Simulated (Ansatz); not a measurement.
## Relaxing a structure of SrVO₃

The start is a generated cell, SrVO3 placed in the LiNbO3 structure type. The cell and all atomic positions are relaxed at zero pressure with PBE (plane waves to 420 eV, PAW, scalar-relativistic; Ansatz, a program for electronic structure). The first steps use a coarse 5×5×5 k-mesh.

Starting cell:
```yaml
crystal:
  lattice:
    - [2.76289, 1.59515, 4.86437]
    - [-2.76289, 1.59515, 4.86437]
    - [0.00000, -3.19031, 4.86437]
  atoms:
    - { symbol: Sr, position: [0.71250, 0.71250, 0.71250] }
    - { symbol: Sr, position: [0.21250, 0.21250, 0.21250] }
    - { symbol: V, position: [0.98720, 0.98720, 0.98720] }
    - { symbol: V, position: [0.48720, 0.48720, 0.48720] }
    - { symbol: O, position: [0.63737, 0.85907, 0.25357] }
    - { symbol: O, position: [0.85907, 0.25357, 0.63737] }
    - { symbol: O, position: [0.25357, 0.63737, 0.85907] }
    - { symbol: O, position: [0.75357, 0.35907, 0.13737] }
    - { symbol: O, position: [0.35907, 0.13737, 0.75357] }
    - { symbol: O, position: [0.13737, 0.75357, 0.35907] }
```
Spin-polarised start, with parallel moments on V.

Q: How large is the pressure on the unrelaxed cell, and of which sign?

A: -4 GPa (negative: the cell is under tension).

Q: What is the largest force in the starting geometry, and on which atom (counted from 1)?

A: About 3.1 eV/Å, on O5, O6, O7, O8, O9, O10 (atoms numbered as listed).

Q: Does the structure survive the relaxation? Give the final space group.

A: The space group goes from R3c (No. 161) to Pm-3m (No. 221); the end is cubic perovskite type, with 5 atoms in the primitive cell.

Q: By how much does the energy per atom fall from start to end?

A: 0.43 eV/atom.

Q: How do the shortest distances between atoms change?

A: The closest pairs of elements (up to four, under 3.6 Å), start → end: O–V 2.01 → 1.93 Å; O–Sr 2.22 → 2.73 Å; O–O 2.93 → 2.73 Å; Sr–V 3.29 → 3.34 Å.

Q: Is the relaxed structure metallic? Give its gap.

A: No gap (metallic).

Q: What magnetic moments remain?

A: Zero (the starting moments vanished).

Q: Give the final cell and atomic positions.

A: 
```cif
data_O3SrV
_chemical_formula_sum 'Sr1 V1 O3'
_space_group_name_H-M_alt 'Pm-3m'
_space_group_IT_number 221
_space_group_name_Hall '-P 4 2 3'
_cell_length_a 3.85755
_cell_length_b 3.85755
_cell_length_c 3.85755
_cell_angle_alpha 90.000
_cell_angle_beta 90.000
_cell_angle_gamma 90.000
loop_
_atom_site_label
_atom_site_type_symbol
_atom_site_symmetry_multiplicity
_atom_site_Wyckoff_symbol
_atom_site_fract_x
_atom_site_fract_y
_atom_site_fract_z
_atom_site_occupancy
Sr1 Sr 1 a 0.00000 0.00000 0.00000 1
V1 V 1 b 0.50000 0.50000 0.50000 1
O1 O 3 c 0.00000 0.50000 0.50000 1
```

Final values are on a 12×12×12 k-mesh of the relaxed cell. No spin polarisation in the result: the starting moments vanished. The relaxed primitive cell holds an odd number of electrons. A magnetic state may lie lower. No Hubbard U is applied.

The run could not lose the symmetry of its start.
